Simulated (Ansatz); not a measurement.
Relaxed In$_{2}$Si$_{2}$O$_{7}$ (space group C2/m):

```xyz
11
Lattice="3.2827 -4.2785 0.0000 3.2827 4.2785 0.0000 -1.0162 0.0000 4.5749" Properties=species:S:1:pos:R:3 pbc="T T T"
In     3.2827     1.6511     0.0000
In     3.2827    -1.6511     0.0000
Si     1.0457     0.0000     1.8785
Si     4.5036     0.0000     2.6964
O      4.2192    -1.3466     3.5721
O      1.3301     1.3466     1.0028
O      1.3301    -1.3466     1.0028
O      4.2192     1.3466     3.5721
O     -0.5081     0.0000     2.2875
O      3.6988     0.0000     1.2887
O      1.8505     0.0000     3.2862
```

A phonon eigenvector at Γ is frozen into this cell: atom i moves by Q times the vector below, so Q is the largest atomic displacement, in Å. The cell is held.

```tsv
atom	x	y	z
In1	-0.081	0.000	0.035
In2	0.081	0.000	-0.035
Si3	0.000	0.485	0.000
Si4	0.000	-0.485	0.000
O5	-0.265	-0.087	0.510
O6	0.265	0.087	-0.510
O7	-0.265	0.087	0.510
O8	0.265	-0.087	-0.510
O10	0.000	1.000	0.000
O11	0.000	-1.000	0.000
```

Atoms not listed stay in place.

Calculation: LDA (plane waves to 420 eV, PAW, scalar-relativistic; Ansatz, a first-principles code). k mesh 5×5×6 (Γ-centred), Fermi-Dirac smearing 0.05 eV. In2Si2O7 was relaxed with its symmetry unable to fall. 

| Q (Å) | −dE/dQ from forces (eV/Å) |
|---|---|
| -0.100 | 6.798 |
| -0.083 | 5.650 |
| -0.067 | 4.510 |
| -0.050 | 3.376 |
| -0.033 | 2.248 |
| -0.017 | 1.123 |
| 0.000 | 0.000 |
| 0.017 | -1.123 |
| 0.033 | -2.248 |
| 0.050 | -3.376 |
| 0.067 | -4.510 |
| 0.083 | -5.650 |
| 0.100 | -6.798 |

Problem. What harmonic wavenumber does the curvature at Q = 0 give?

Solution. 517 cm⁻¹. E″ = 67.38 eV/Å², M = Σ mᵢ|uᵢ|² = 68.6 u, ν̃ = 521.5·√(|E″|/M).

(A displaced cell: forces are minus the slopes of the energy, force constants its curvatures, and phonons follow from these.)
